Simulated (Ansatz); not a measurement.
AlGa3As4, ordered on the zincblende lattice (P-43m) with 8 atoms a cell: a relaxation of cell and atoms in Ansatz (PBE). The start is a rough guess from atomic radii.

```yaml
crystal:
  lattice:
    - [5.4725877316, 0.0, 0.0]
    - [0.0, 5.4725877316, 0.0]
    - [0.0, 0.0, 5.4725877316]
  atoms:
    - { symbol: Al, position: [0.0, 0.0, 0.0] }
    - { symbol: As, position: [0.25, 0.25, 0.25] }
    - { symbol: Ga, position: [0.5, 0.5, 0.0] }
    - { symbol: As, position: [0.75, 0.75, 0.25] }
    - { symbol: Ga, position: [0.5, 0.0, 0.5] }
    - { symbol: As, position: [0.75, 0.25, 0.75] }
    - { symbol: Ga, position: [0.0, 0.5, 0.5] }
    - { symbol: As, position: [0.25, 0.75, 0.75] }
kpoints:
  mp_grid: { grid: [4, 4, 4] }
hamiltonian:
  xc: pbe
scf:
  occupations: { method: fermi_dirac, width: 0.02 }
relax:
  f_tol: 0.005
  cell: {}
```

The trajectory has 7 recorded frames, each with fractional positions and then forces in eV/Å along x, y and z. The last, and any step after a large change of cell, is solved on a basis re-selected at its cell; pressure is positive in compression.

Step 1: energy 0.0 meV/atom from step 1, largest force component 0.050 eV/Å, pressure +12.48 GPa; a = 5.473 Å, b = 5.473 Å, c = 5.473 Å, α = 90.00°, β = 90.00°, γ = 90.00°
```
Al 0.0000 0.0000 0.0000     0.000   0.000   0.000
As 0.2500 0.2500 0.2500    -0.050  -0.050  -0.050
Ga 0.5000 0.5000 0.0000     0.000   0.000   0.000
As 0.7500 0.7500 0.2500     0.050   0.050  -0.050
Ga 0.5000 0.0000 0.5000     0.000   0.000   0.000
As 0.7500 0.2500 0.7500     0.050  -0.050   0.050
Ga 0.0000 0.5000 0.5000     0.000   0.000   0.000
As 0.2500 0.7500 0.7500    -0.050   0.050   0.050
```

Step 2: energy -102.3 meV/atom from step 1, largest force component 0.006 eV/Å, pressure +2.13 GPa; a = 5.680 Å, b = 5.680 Å, c = 5.680 Å, α = 90.00°, β = 90.00°, γ = 90.00°
```
Al 0.0000 0.0000 0.0000     0.000   0.000   0.000
As 0.2494 0.2494 0.2494    -0.006  -0.006  -0.006
Ga 0.5000 0.5000 0.0000     0.000   0.000   0.000
As 0.7506 0.7506 0.2494     0.006   0.006  -0.006
Ga 0.5000 0.0000 0.5000     0.000   0.000   0.000
As 0.7506 0.2494 0.7506     0.006  -0.006   0.006
Ga 0.0000 0.5000 0.5000     0.000   0.000   0.000
As 0.2494 0.7506 0.7506    -0.006   0.006   0.006
```

Step 3: energy -106.7 meV/atom from step 1, largest force component 0.003 eV/Å, pressure +0.43 GPa; a = 5.726 Å, b = 5.726 Å, c = 5.726 Å, α = 90.00°, β = 90.00°, γ = 90.00°
```
Al 0.0000 0.0000 0.0000     0.000   0.000   0.000
As 0.2494 0.2494 0.2494    -0.003  -0.003  -0.003
Ga 0.5000 0.5000 0.0000     0.000   0.000   0.000
As 0.7506 0.7506 0.2494     0.003   0.003  -0.003
Ga 0.5000 0.0000 0.5000     0.000   0.000   0.000
As 0.7506 0.2494 0.7506     0.003  -0.003   0.003
Ga 0.0000 0.5000 0.5000     0.000   0.000   0.000
As 0.2494 0.7506 0.7506    -0.003   0.003   0.003
```

Step 4: energy -106.9 meV/atom from step 1, largest force component 0.000 eV/Å, pressure +0.02 GPa; a = 5.738 Å, b = 5.738 Å, c = 5.738 Å, α = 90.00°, β = 90.00°, γ = 90.00°
```
Al 0.0000 0.0000 0.0000     0.000   0.000   0.000
As 0.2493 0.2493 0.2493     0.000   0.000   0.000
Ga 0.5000 0.5000 0.0000     0.000   0.000   0.000
As 0.7507 0.7507 0.2493     0.000   0.000   0.000
Ga 0.5000 0.0000 0.5000     0.000   0.000   0.000
As 0.7507 0.2493 0.7507     0.000   0.000   0.000
Ga 0.0000 0.5000 0.5000     0.000   0.000   0.000
As 0.2493 0.7507 0.7507     0.000   0.000   0.000
```

Step 5: energy -107.9 meV/atom from step 1, largest force component 0.000 eV/Å, pressure +0.06 GPa; a = 5.738 Å, b = 5.738 Å, c = 5.738 Å, α = 90.00°, β = 90.00°, γ = 90.00°
```
Al 0.0000 0.0000 0.0000     0.000   0.000   0.000
As 0.2493 0.2493 0.2493     0.000   0.000   0.000
Ga 0.5000 0.5000 0.0000     0.000   0.000   0.000
As 0.7507 0.7507 0.2493     0.000   0.000   0.000
Ga 0.5000 0.0000 0.5000     0.000   0.000   0.000
As 0.7507 0.2493 0.7507     0.000   0.000   0.000
Ga 0.0000 0.5000 0.5000     0.000   0.000   0.000
As 0.2493 0.7507 0.7507     0.000   0.000   0.000
```

Step 6: energy -107.9 meV/atom from step 1, largest force component 0.000 eV/Å, pressure 0.00 GPa; a = 5.740 Å, b = 5.740 Å, c = 5.740 Å, α = 90.00°, β = 90.00°, γ = 90.00°
```
Al 0.0000 0.0000 0.0000     0.000   0.000   0.000
As 0.2493 0.2493 0.2493     0.000   0.000   0.000
Ga 0.5000 0.5000 0.0000     0.000   0.000   0.000
As 0.7507 0.7507 0.2493     0.000   0.000   0.000
Ga 0.5000 0.0000 0.5000     0.000   0.000   0.000
As 0.7507 0.2493 0.7507     0.000   0.000   0.000
Ga 0.0000 0.5000 0.5000     0.000   0.000   0.000
As 0.2493 0.7507 0.7507     0.000   0.000   0.000
```

Step 7: energy -107.9 meV/atom from step 1, largest force component 0.000 eV/Å, pressure 0.00 GPa; a = 5.740 Å, b = 5.740 Å, c = 5.740 Å, α = 90.00°, β = 90.00°, γ = 90.00°
```
Al 0.0000 0.0000 0.0000     0.000   0.000   0.000
As 0.2493 0.2493 0.2493     0.000   0.000   0.000
Ga 0.5000 0.5000 0.0000     0.000   0.000   0.000
As 0.7507 0.7507 0.2493     0.000   0.000   0.000
Ga 0.5000 0.0000 0.5000     0.000   0.000   0.000
As 0.7507 0.2493 0.7507     0.000   0.000   0.000
Ga 0.0000 0.5000 0.5000     0.000   0.000   0.000
As 0.2493 0.7507 0.7507     0.000   0.000   0.000
```

The walk took 5 steps and changed the volume by +15.4 %. The last SCF, on a fresh basis, lies 108 meV an atom below the first. Final cell: the symmetry is P-43m (No. 215, cubic); a = 5.740 Å in the conventional setting, 23.64 Å³ an atom. Al has 4 As at 2.48 Å; As has 1 Al at 2.48 Å and 3 Ga at 2.49 Å; Ga has 4 As at 2.49 Å.

Run as `ansatz run input.yaml --threads 2 --pin off --max-ram 29491MiB --backend cpu --events-out ev --progress --plain --runs-dir out`. Wall time 20 s on 2 threads of AMD EPYC 7R13 Processor (Zen 3), on a shared host; peak host memory 0.65 GiB.

The structure was generated, not taken from experiment, and needn't be the ground state; spin polarisation is off.
